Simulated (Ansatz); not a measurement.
# Mechanical response of GaP (F-43m)

```yaml
crystal:
  lattice:
    - [0.00000, 2.69570, 2.69570]
    - [2.69570, 0.00000, 2.69570]
    - [2.69570, 2.69570, 0.00000]
  atoms:
    - { symbol: Ga, position: [0.00000, 0.00000, 0.00000] }
    - { symbol: P, position: [0.75000, 0.75000, 0.75000] }
```

The conventional cell has a = 5.391 Å, b = 5.391 Å, c = 5.391 Å, α = 90.00°, β = 90.00°, γ = 90.00°. Around Ga (atom 1) lie 4 P at 2.33 Å. P (atom 2) is surrounded by 4 Ga at 2.33 Å.

Unless marked otherwise, the numbers come from LDA, all-electron LAPW in Ansatz 0.2.0, scalar-relativistic. k mesh 8×8×8, fixed occupations, basis error target 1 meV/atom. The cell was relaxed by PAW under this functional.

The cell is cubic and carries a residual pressure of 0.01 GPa at this level. Each strain component that symmetry leaves independent is applied at ±0.003, the ions relax wherever a strain frees them, and the stress (tension positive, GPa) is read. Shears are engineering strains, γ = 2ε.

```tsv
strain	size	σxx	σyy	σzz	σyz	σxz	σxy
xx	-0.003	-0.4395	-0.2044	-0.2044	0.0000	0.0000	0.0000
xx	+0.003	0.4157	0.1788	0.1788	0.0000	0.0000	0.0000
yz	-0.003	-0.0104	-0.0109	-0.0109	-0.2131	0.0000	0.0000
yz	+0.003	-0.0104	-0.0109	-0.0109	0.2131	0.0000	0.0000
```

A central difference gives one constant, for example C11 ≈ (0.4157 − (-0.4395))/(0.006) = 142.5 GPa; the program then imposes the crystal's symmetry on the whole matrix.

Task: What are the independent elastic constants?

Result: C11 = 142.5, C12 = 63.9, C44 = 71.0 GPa.

Task: Do they meet the Born conditions?

Result: C11 − C12 = 78.7, C11 + 2C12 = 270.3 and C44 = 71.0 GPa must all be positive, so the crystal is elastically stable; that says nothing yet of its phonons.

Task: What moduli does a random aggregate of grains have?

Result: B = (C11 + 2C12)/3 = 90.1 GPa. G_V = (C11 − C12 + 3C44)/5 = 58.3 and G_R = 5(C11 − C12)C44/(4C44 + 3(C11 − C12)) = 53.7, so G_H = 56.0 GPa. Then E = 9BG/(3B + G) = 139.2 GPa, ν = (3B − 2G)/(6B + 2G) = 0.242 and B/G = 1.61, on the brittle side of Pugh's 1.75 (a rule of thumb, made for metals; it doesn't predict ductility here).

Task: With the density of 4.268 g/cm³, how fast does sound travel, and what Debye temperature follows?

Result: 

```json
{"direction": "[100]", "slow (m/s)": "4079", "middle (m/s)": "4079", "fast (m/s)": "5779"}
{"direction": "[110]", "slow (m/s)": "3036", "middle (m/s)": "4079", "fast (m/s)": "6389"}
{"direction": "[111]", "slow (m/s)": "3419", "middle (m/s)": "3419", "fast (m/s)": "6580"}
```

The mean of v⁻³ over directions and branches gives v_m = 3991 m/s and θ_D = (ħ/k_B) v_m (6π²n)^(1/3) = 441 K, n being atoms per volume. Young's modulus spans 103 to 169 GPa over directions, and the universal anisotropy index is 0.43.

Task: How far do the constants move if PAW replaces LAPW in the same cell?

Result: 

```csv
constant,LAPW (GPa),PAW (GPa),difference
C11,142.5,142.5,0.0
C12,63.9,63.9,0.0
C44,71.0,71.0,0.0
```

Task: How do the constants change if the ions are clamped to the homogeneous strain?

Result: Clamped values, with the change against relaxed ions: C11 = 142.5 (+0.0), C12 = 63.9 (+0.0), C44 = 96.5 (+25.5) GPa.

Task: What happens at 20 GPa (cell relaxed there)?

Result: The volume falls to 0.8546 of its value, and C11 = 219.5, C12 = 145.3, C44 = 76.3 GPa (slopes of the stress), in this structure whether or not another phase takes over.

Known limits: constants at zero field, no piezoelectric stiffening; the frozen-core PAW files of the compared runs were fitted under PBE, their cores solved anew for this functional.
